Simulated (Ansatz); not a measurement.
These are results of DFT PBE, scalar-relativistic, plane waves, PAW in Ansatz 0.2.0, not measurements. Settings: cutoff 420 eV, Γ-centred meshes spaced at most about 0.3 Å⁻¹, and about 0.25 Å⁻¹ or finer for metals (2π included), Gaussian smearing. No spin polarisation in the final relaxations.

These are static total energies at zero pressure.

Two relaxed structures of Ga₃SbAs₂:

A.

```xyz
6
Lattice="-2.0878 2.0878 8.8557 2.0878 -2.0878 8.8557 2.0878 2.0878 -8.8557" Properties=species:S:1:pos:R:3 pbc="T T T"
Ga    0.0000    0.0000   14.8981
Ga    0.0000    0.0000    8.8557
Ga    0.0000    0.0000    2.8133
Sb    2.0878    0.0000    4.4278
As    0.0000    2.0878    1.4059
As    0.0000    2.0878    7.4497
```

B.

```xyz
6
Lattice="4.1776 0.0000 0.0000 -2.0888 3.6180 0.0000 0.0000 0.0000 10.2390" Properties=species:S:1:pos:R:3 pbc="T T T"
Ga    0.0000    0.0000    0.1284
Ga    0.0000    2.4120    6.6856
Ga    2.0888    1.2060    3.4160
Sb    0.0000    0.0000    7.6838
As    0.0000    2.4120    4.2039
As    2.0888    1.2060    0.9200
```

Question: Which would you expect to be lower, and how large is the difference?

Answer: They are level within the accuracy (5 meV/atom apart, with A the lower in these runs). A has Sb and As ordered on zinc blende sites, space group I-4m2 (No. 119), 25.7 Å³/atom and no gap on its mesh; B has Sb and As ordered on zinc blende sites, space group P3m1 (No. 156), 25.8 Å³/atom and no gap. In A, Ga on a site of symmetry 2mm is surrounded by 2 As at 2.52 Å and 2 Sb at 2.64 Å; Sb is surrounded by 4 Ga at 2.64 Å; As has 4 Ga at 2.52 Å; 1 more site not described. In B, Ga on its first site is surrounded by 3 As at 2.54 Å and 1 Sb at 2.68 Å; around Sb lie 4 Ga at 2.61–2.68 Å; around As on its first site lie 4 Ga at 2.48–2.54 Å; 3 more sites not described. Both come from invented guesses.

These runs have no spin–orbit coupling, which can matter for Sb. The zero gap of I-4m2, P3m1 may come from the functional, which often closes small gaps. Cells relaxed within their symmetry can be saddle points.
